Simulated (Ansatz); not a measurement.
# Computed properties of Li2ClF (ordering on rocksalt)

All numbers come from the PAW code Ansatz. (Calculated; spin-unpolarised; the phase may be known or hypothetical.)

Structure: Li2ClF as one 4-atom ordering (P4/mmm) on the rocksalt lattice, at its r2SCAN minimum. F has 6 Li at 2.30–2.36 Å; Li has 2 F at 2.30 Å and 4 Cl at 2.36 Å; Cl has 6 Li at 2.30–2.36 Å; Li has 2 Cl at 2.30 Å and 4 F at 2.36 Å.

Space group P4/mmm (No. 123). a = 3.343 Å, b = 3.343 Å, c = 4.601 Å, α = 90.00°, β = 90.00°, γ = 90.00°

| atom | site | symmetry | x | y | z |
| --- | --- | --- | --- | --- | --- |
| F | 1a | 4/mmm | 0.0000 | 0.0000 | 0.0000 |
| Li | 1b | 4/mmm | 0.0000 | 0.0000 | 0.5000 |
| Cl | 1d | 4/mmm | 0.5000 | 0.5000 | 0.5000 |
| Li | 1c | 4/mmm | 0.5000 | 0.5000 | 0.0000 |

Band edges at fixed r2SCAN geometry:

| level | k mesh | gap (eV) | kind | edges | least direct gap (eV) | rough cost |
| --- | --- | --- | --- | --- | --- | --- |
| PBE | 8×8×6 | 6.59 | direct | R | 6.59 | 5 core-seconds |
| r2SCAN | 8×8×6 | 7.31 | direct | R | 7.31 | 12 core-seconds |
| HSE06 | 6×6×4 | 8.06 | direct | R | 8.06 | 2.7 core-minutes |
| PBE0 | 6×6×4 | 8.79 | direct | R | 8.79 | 2.3 core-minutes |
| G0W0@PBE (153 empty bands, 120 eV, 4×4×4) | 4×4×4 | 9.51 | – | R (mesh) | – | 70 core-seconds |

PBE: smearing of 0.02 eV; the others have fixed occupations.
Wave cutoffs: 420 eV, 500 eV (r2SCAN).
The G0W0 gap is PBE's gap over the path plus the quasiparticle shift read on the mesh. No extrapolation in bands, cutoff or mesh was made for G0W0.
Costs come from shared machines and give only the order; PBE's includes the band path. The runs had 2 threads of Intel(R) Xeon(R) Platinum 8259CL CPU @ 2.50GHz (Skylake/Cascade Lake) (shared host).

With HSE06 the gap is 8.06 eV and direct, at R. With r2SCAN, at Γ the top three valence levels group as 2+1 from the top, spread over 189 meV.

r2SCAN covers 49 % of the step from PBE to HSE06, while HSE06 needs about 14 times r2SCAN's cost (on a coarser mesh). All these functionals give a gap of the same kind, direct.

r2SCAN (ground state on 6×6×4): The electronic dielectric tensor ε∞ is 2.48 along x and y, 2.37 along z. Born charges, averaged over directions: F -1.25, Li +1.09, Cl -0.95 e.

The meshes of the hybrids are coarse, so their gaps aren't converged to the digits shown.

The splittings at Γ are without spin-orbit coupling, which regroups them where it is of like size or larger.
